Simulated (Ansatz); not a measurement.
## Notes on InPtSe

```
Pt In Se
1.0
     6.12071    0.00000    0.00000
     0.00000    6.12071    0.00000
     0.00000    0.00000    6.12071
Pt In Se
4 4 4
Direct
  0.00010 0.00010 0.00010
  0.49990 0.99990 0.50010
  0.50010 0.49990 0.99990
  0.99990 0.50010 0.49990
  0.62080 0.62080 0.62080
  0.87920 0.37920 0.12080
  0.12080 0.87920 0.37920
  0.37920 0.12080 0.87920
  0.37890 0.37890 0.37890
  0.12110 0.62110 0.87890
  0.87890 0.12110 0.62110
  0.62110 0.87890 0.12110
```

Single point in Ansatz 0.2.0 with LDA, no spin polarisation. Cutoff 420 eV, PAW datasets, 4×4×4 Γ-centred k mesh, tetrahedron filling.

Task: What do density and ELF say about some of the short contacts?

Result: Pt–In at 2.55 Å: least valence density 0.50 e/Å³ and ELF 0.33 there. Pt–Se at 2.55 Å: least valence density 0.51 e/Å³ and ELF 0.36 there. In–Se at 2.56 Å: least valence density 0.44 e/Å³ and ELF 0.35 there. These are pseudo-fields; inside the PAW spheres they differ from the all-electron ones.

Task: Metal or insulator?

Result: It is a metal, with about 8.2 states/eV a cell as the mean within 0.25 eV of the Fermi level, mostly Se p (44 %), In p (25 %) and Pt d (18 %).

Task: What is the formation energy?

Result: -0.30 eV an atom against the elements' usual phases (free molecules for gases, crystals otherwise, with no correction for O₂ or N₂), so it is bound against them; other compounds may still compete. Relaxing would lower it.

Task: Where is the largest force?

Result: The largest is on Pt1 (and as large on other atoms): 2.06 eV/Å, components (-1.19, -1.19, -1.19). It makes 122° with the line to a nearest neighbour, In6 at 2.55 Å.

Task: Is the cell too large or too small?

Result: The pressure is 9.6 GPa (compression positive), so with the atoms held at these fractions the cell would first expand; the forces are large, so a full relaxation may end otherwise.

Origin: a known structure type with other elements, at an estimated volume, so it need not be a known compound. Caveats: empty levels are not fully converged; many states at the Fermi level without spin polarisation, so a magnetic state may lie lower; atoms or cell far from equilibrium; forces and stress under tetrahedra may miss the slope of the energy.
